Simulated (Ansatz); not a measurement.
Starting cell, BaTiO$_{3}$ (tetragonal-perovskite type, space group P4mm):

```
CELL_PARAMETERS angstrom
      3.98510     0.00000     0.00000
      0.00000     3.98510     0.00000
      0.00000     0.00000     4.20426
ATOMIC_POSITIONS crystal
  Ti 0.50000 0.50000 0.45787
  Ba 0.00000 0.00000 0.94066
  O  0.50000 0.50000 0.88874
  O  0.50000 0.00000 0.40937
  O  0.00000 0.50000 0.40937
```

Scan: atom 5 (O, nearest neighbour Ti at 2.003 Å; its periodic images, 4.0 Å or more away, move with it) is displaced along Cartesian [111], direction (0.577, 0.577, 0.577) in Cartesian axes, by s. The other atoms stay.

Level of theory: PBE (plane waves to 420 eV, PAW, scalar-relativistic; Ansatz, a quantum-chemistry and plane-wave program). k mesh 7×7×6 (Γ-centred), Fermi-Dirac smearing 0.05 eV. The energy includes the smearing's −TS. BaTiO3 is run without spin polarisation. BaTiO3 was relaxed with its symmetry unable to fall. The PAW data are Ansatz's earlier set. The zero of ΔE is the undisplaced structure.

```tsv
s (Å)	ΔE (meV/cell)
-0.400	475
-0.320	294
-0.240	161
-0.160	70
-0.080	17
0.000	0
0.080	17
0.160	71
0.240	164
0.320	300
0.400	485
```

### Question
What force constant k = d²E/ds² at s = 0 does the table give?

### Answer
5.4 eV/Å². It is the second difference of the nearest points, corrected with the next pair.

### Question
With k = 5.41 eV/Å² from the forces, is the well harmonic out to s = 0.400 Å?

### Answer
½ks² = 433 meV/cell against the computed 485 meV/cell, so the well is stiffer than harmonic there.

(A displaced cell: forces are minus the slopes of the energy, force constants its curvatures, and phonons follow from these.)
